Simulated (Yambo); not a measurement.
Given:

```
Mg2ZnO3
1.0
    3.03300     0.00000     0.00000
   -1.51650     2.62666     0.00000
    0.00000     0.00000     7.40332
O Mg Zn
3 2 1
Cartesian
  0.00000   1.75110   1.27796
  1.51650   0.87555   6.12536
  0.00000   0.00000   3.70166
  0.00000   1.75110   4.92913
  1.51650   0.87555   2.47419
  0.00000   0.00000   0.00000
```

Workflow: PBEsol (Quantum ESPRESSO, PseudoDojo norm-conserving, 84 Ry, without SOC), then G0W0 in Yambo (6×6×2 Γ-centred k mesh, bands 7 to 125 and a 8 Ry block in the screening, 125 bands in G with the Bruneval-Gonze terminator, plasmon pole fitted at 27.2 eV).

### Question
Give the PBEsol and G0W0 gaps between the band edges found on this mesh, and say where the edges lie.

### Answer
Edges: A → Γ. PBEsol: 2.84 eV; G0W0: 4.72 eV. Nearest settings tried, and what they do to the gap: 3 Ry block (39 vectors against 163): -79 meV. Not varied: bands in G, bands in W, mesh. So the settings aren't converged at that level. Oxides, nitrides and fluorides with a shallow 3d shell are known to need far more bands and larger blocks. 

Geometry of the Materials Project entry, not relaxed at this level.

The structure is a Materials Project entry; no match was found in the copy of COD used, and its stability was not checked.
